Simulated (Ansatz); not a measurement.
# An Ansatz input for CoO

```yaml
crystal:
  lattice:
    - [-1.508, 1.508, 2.1072475377]
    - [1.508, -1.508, 2.1072475377]
    - [1.508, 1.508, -2.1072475377]
  atoms:
    - { symbol: Co, position: [0.0, 0.0, 0.0], spin: 3.0 }
    - { symbol: O, position: [0.5, 0.5, 0.0] }
magnetization:
  spin_polarized: true
kpoints:
  mp_grid: { grid: [15, 15, 15] }
scf:
  occupations: { method: fermi_dirac, width: 0.05 }
  max_iter: 2
hamiltonian:
  xc: pbe
  pseudopotentials: { kind: paw }
output:
  forces: true
  stress: true
  populations: true
  efg:
    quadrupole_moments_barn: { Co: 0.42, O: -0.02558 }
    contact_densities: true
```

```sh
ansatz run input.yaml --threads 1 --pin off --max-ram 3072MiB --backend cpu --events-out ev --progress --plain --runs-dir out
```

Q: What happens when this input is run?

A: The calculation stopped without meeting its thresholds. The input holds a cap of too few SCF iterations. The program says:

```
Error: did not converge after 2 iterations: dr2 = 5.37e-1 (threshold 1.00e-7), under the density mixer `msr1`, which `scf.mixing.algorithm: auto` chose by the deck's other keys (type `scf.mixing.algorithm: msr1` to keep it); raise `scf.max_iter`, which need not help a stalled SCF, or adjust the mixing (`scf.mixing`) or, under a smearing, its width (`scf.occupations.width`, in either direction: another width is another result) …
```

```
SCF iter   1: F=—  HF=-5691.360149 eV  |F-HF|=—  |Δ(HF+E_count)|=         —  Δρ=1.68e-1 (↑4.51e-2 ↓1.68e-1)  dr2=5.64e0  dr2_m=8.78e-1  M=2.266 μB ∫|m|=2.266 μB  β_m=0.30  ethr=3.10e-3  ⟨swp⟩=4.0  Hψ=95161  notcnv=0
Mixer restart at iter 1: flushing history
preconditioner: auto → none  [metal: Δε(μ)=0.002 eV  Ē_g=13.240 eV  σ=0.050 eV  W_gap=0.01  n_scr=8 (ndim 8)  ℏωp=32.8 eV  f_vac=0.000  D(μ)=5.09/eV (n_scr^D=112)  sad-step TF]
SCF iter   2: F=—  HF=-5691.813563 eV  |F-HF|=—  |Δ(HF+E_count)|=   4.53e-1  Δρ=4.74e-2 (↑3.01e-2 ↓4.74e-2)  dr2=5.37e-1  dr2_m=1.03e-1  M=2.764 μB ∫|m|=2.765 μB  β_m=0.34  ethr=3.10e-3  ⟨swp⟩=4.0  Hψ=71136  notcnv=0
```

Against a sound input the change was `scf.max_iter`: not typed → 2.

With the sound settings the run converges and gives V_zz (10²¹ V/m²) Co 0.80 (η 0.00), O 0.21 (η 0.00). The run finds no gap above 0.1 eV (a metal, or nearly one), so the gradients can move by 10 % or more with the k-mesh. Semilocal functionals can leave a metal where correlation in the d or f shell opens a gap in the real compound, and that would change the values at and beside Co. With these PAW files V_zz is typically within 2 to 3 % of all-electron values, but misses above 10 % occur on Co. Measured CoO orders antiferromagnetically, but in this run all moments are parallel, as the start or the cell imposes: fields and spin densities carried over to other atoms belong to this order alone, and gaps, moments and gradients can differ too.
